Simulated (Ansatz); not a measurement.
**MgSi (P4/mmm): the size of the finite step**

```yaml
crystal:
  lattice:
    - [2.94533, 0.00000, 0.00000]
    - [0.00000, 2.94533, 0.00000]
    - [0.00000, 0.00000, 3.96039]
  atoms:
    - { symbol: Mg, position: [0.00000, 0.00000, 0.00000] }
    - { symbol: Si, position: [0.50000, 0.50000, 0.50000] }
```

Computed, not measured; unless marked otherwise by r²SCAN, PAW on Ansatz 0.2.0's default frozen-core files (fitted under PBE), scalar-relativistic. k mesh 14×14×10, strains of ±0.008, Fermi-Dirac smearing of 0.100 eV, cutoff 500 eV. The cell was relaxed by PAW under this functional. This phase needn't be the one found at ambient conditions.

(1) Elastic constants come from stresses at strains of ±0.008 (and twice that, four-point stencil): C11 = 92.9, C12 = 40.6, C13 = 47.4, C33 = 151.9, C44 = 23.9, C66 = 20.7 GPa. What does an amplitude of 0.0002 give?

Results:

(1) C11 = 92.9, C12 = 40.6, C13 = 47.4, C33 = 152.0, C44 = 23.9, C66 = 20.7 GPa. Nothing moves by 1 %. Steps under 0.001 aren't safe in general, since the basis can change from cell to cell and the noise grows as 1/δ.

Caveats: frozen-core PAW files fitted under PBE, their cores solved anew for the functional of the run; responses of metals move with mesh and smearing; the softest shear constant rests on one k mesh, and a soft shear can herald a distortion on cooling; elastic stability says nothing of phonons or of other phases.
